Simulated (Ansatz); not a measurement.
An elastic constant from a strain scan in Tl

These are results of DFT PBEsol, scalar-relativistic, plane waves, PAW (Ansatz), not measurements. The runs took a 420 eV cutoff, a Γ-centred 18×18×18 mesh and Gaussian smearing (0.15 eV). Spin–orbit coupling is left out, which can shift energies with elements as heavy as these. No spin polarisation. Energies are free energies at this smearing, counted from the undisturbed cell; pressure is positive in compression.

The undisturbed cell (as given, not relaxed at this level; it stands at -0.8 GPa; this bcc form isn't the usual structure):

```
Tl
1.0
    -1.94100    1.94100    1.94100
     1.94100   -1.94100    1.94100
     1.94100    1.94100   -1.94100
Tl
1
Cartesian
  0.0000 0.0000 0.0000
```

The cell is strained by ε times the Voigt pattern (0, 0, 0, 0, 1, 0) (xx, yy, zz, yz, xz, xy; engineering shear) with fractional coordinates fixed. The cell holds 1 atom in V0 = 29.25 Å³. The stress column is τ = (1/V0) dE/dε, got from the stress tensor σ (compression positive) at each point as −det(1 + εP) σ : P(1 + εP)⁻¹, with P the pattern as a tensor.

| ε | ΔE (meV/atom) | τ (GPa) |
| --- | --- | --- |
| -0.0400 | ? | ? |
| -0.0200 | 0.587 | -0.316 |
| 0.0000 | 0.000 | 0.000 |
| 0.0100 | 0.148 | 0.163 |
| 0.0300 | 1.291 | 0.452 |

Problem. Which combination of elastic constants does this scan measure, and how large is it?

Solution. For small ε, τ = τ0 + Kε with K = pᵀCp, which for this pattern is C44 in the cubic axes. The parabola through τ at ε = -0.0200, 0 and 0.0100 has slope K = 16.2 GPa at zero. The energies per cell, E = NΔE, of the same two points give K = 2[E(ε₊)/ε₊ − E(ε₋)/ε₋]/[(ε₊ − ε₋)V0] = 16.1 GPa, in agreement. The start is under stress, which shifts K from the elastic constant by about the size of that stress.

Problem. Predict the withheld row at ε = -0.0400 from the harmonic law, and compare.

Solution. ΔE = V0(τ0 ε + Kε²/2)/N = 2.360 meV/atom and τ = -0.65 GPa. The calculation gives 2.229 meV/atom and -0.57 GPa: the energy lies 6 % below the harmonic value.

In a metal these slopes depend on the k mesh and the smearing.